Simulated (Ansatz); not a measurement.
A generated cell, not matched to a known phase here, of SiMo: P6₃/mmc (No. 194), hP8; a = 2.902 Å, b = 2.902 Å, c = 15.660 Å, α = 90.00°, β = 90.00°, γ = 120.00°; Mo 4f (0.333, 0.667, 0.127); Si 2a (0.000, 0.000, 0.000); Si 2d (0.667, 0.333, 0.250). Method: PBEsol (plane waves to 420 eV, PAW, scalar-relativistic; Ansatz, a quantum-chemistry and plane-wave program). Element references, the lowest calculated here: Si (Fd-3m), Mo (Im-3m).

Question: What formation energy of this P6₃/mmc form of SiMo from the elements does PBEsol give?

Answer: -0.17 eV/atom.

Question: How does this cell stand against the other phases calculated?

Answer: It lies 0.35 eV/atom above their hull: SiMo → 0.29 Si2Mo + 0.14 Si3Mo5 (Si3Mo5 I4/mcm, Si2Mo I4/mmm) releases that much. A lower structure of this composition may exist.

This is the hull of the energies calculated here, no anion corrections; phases that were not calculated are missing from it. Values are rounded to 0.01 eV/atom. Not shown to be the ambient phase of their composition (a lower form may be missing, and a cell relaxed within its start's symmetry can be a saddle point): SiMo (P6₃/mmc). The compounds carry no spin polarisation.
